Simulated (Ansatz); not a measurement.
The start is a relaxed ZnO cell with every coordinate shifted by Gaussian noise of σ = 0.1 Å. The structure is fully relaxed (lattice and positions, P = 0) with PBEsol (plane waves to 420 eV, PAW, scalar-relativistic; Ansatz, an electronic-structure program). The first steps use a coarse 8×8×5 k-mesh.

The start:
```yaml
crystal:
  lattice:
    - [3.23075, 0.00000, 0.00000]
    - [-1.61537, 2.79791, 0.00000]
    - [0.00000, 0.00000, 5.21576]
  atoms:
    - { symbol: Zn, position: [0.65316, 0.32657, 0.99087] }
    - { symbol: Zn, position: [0.35909, 0.68530, 0.49348] }
    - { symbol: O, position: [0.71877, 0.40023, 0.62261] }
    - { symbol: O, position: [0.36720, 0.64373, 0.12836] }
```

Question: How much energy is released per atom?

Answer: 0.06 eV/atom.

Question: Does it find its way back to the structure it was made from?

Answer: The parent structure is recovered, P6₃mc (No. 186).

Question: How do the shortest distances between atoms change?

Answer: The closest pairs of elements (up to four, under 3.6 Å), start → end: O–Zn 1.83 → 1.97 Å; O–O 3.07 → 3.21 Å; Zn–Zn 3.16 → 3.21 Å.

Question: Is the relaxed structure metallic? Give its gap.

Answer: 0.70 eV, direct at Γ (no spin-orbit coupling).

Final values are on a 12×12×7 k-mesh of the relaxed cell. No spin polarisation in the result.
